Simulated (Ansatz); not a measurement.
**Data sheet: SnTe (DFT)**

SnTe:
```
SnTe
1.0
    0.00000     3.58880     3.58880
    3.58880     0.00000     3.58880
    3.58880     3.58880     0.00000
Te Sn
1 1
Direct
  0.75000   0.75000   0.75000
  0.00000   0.00000   0.00000
```

Space group F-43m (No. 216), zinc blende; conventional cell a = b = c = 7.1776 Å, α = β = γ = 90.00°.

Method: HSE06 (plane waves, PAW; program Ansatz). Structure relaxed to zero pressure with the same functional. Other levels are named where they apply.

### Cell and energy

- Volume per atom = 46.22 Å³
- Density = 4.42 g/cm³

### Electronic structure

* **Band gap**: 0.32 eV (indirect)
* **Valence-band maximum**: at W
* **Conduction-band minimum**: at X (3 equivalent valleys)
* **Smallest direct gap on the standard path**: 1.14 eV

### Mechanics

Bulk modulus (Birch–Murnaghan fit): 26.8 GPa
Pressure derivative B′: 3.9

### Charges

Bader charges: Te -0.74, Sn +0.74 e

A made-up cell: these elements were put on the sites of a structure type; the Crystallography Open Database copy checked does not list it. It is not the phase usual at ambient conditions (space group No. 225). The cell was relaxed with HSE06 under the symmetry of its start; whether a distortion lowers the energy is not shown. The hybrid was solved on a coarse mesh, the path and, where they were found, the r²SCAN edge points; its band edges are the extreme levels among these. Spin–orbit coupling is left out wherever it is not named.

Potentials: the later of the program's two PAW sets.
